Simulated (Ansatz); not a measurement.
La2GeI2 in space group P-3m1 (No. 164; La on 2d, Ge on 1b, I on 2d), LDA (plane waves, PAW; program Ansatz). The conduction-band minimum lies at M, with 3 equivalent valleys. Second derivatives d²E/dk² of the lowest band at one valley (eV·Å²), along Cartesian directions:

| direction | d²E/dk² |
|---|---|
| [100] | 102.1 |
| [010] | 13.13 |
| [001] | 13.31 |
| [110] | 57.67 |
| [101] | 57.77 |
| [011] | 21.84 |

**Question.** Find the principal effective masses, the density-of-states mass and the conductivity mass.

**Answer.** Off-diagonal terms follow from H_xy = H[110] − (H_xx + H_yy)/2, and m*/mₑ = 7.620 eV·Å² over each eigenvalue: 0.075, 0.35, 1.7. One valley's DOS mass (m₁m₂m₃)^(1/3) = 0.35, conductivity mass 3/(Σ 1/mᵢ) = 0.18 mₑ.

**Question.** What effective density of states Nc follows at 300 K for parabolic valleys?

**Answer.** Nc = 2.509e19 × 3 × (0.35)^(3/2) ≈ 1.6e19 cm⁻³.

The first step of the workflow began from a Materials Project structure, measured or hypothetical; the Crystallography Open Database files this formula in space group No. 164, but the cells were not matched. Its standing as an ambient phase is unchecked. The LDA relaxation kept the symmetry of its start; its stability against distortions is not shown here. A crystal of weakly bound layers computed without a dispersion correction: the cell and the soft elastic constants depend strongly on that. Spin–orbit coupling is left out wherever it is not named.

Potentials: the later of the program's two PAW sets.

Edges and masses are those of Kohn–Sham bands, whose gap is no quasiparticle gap.
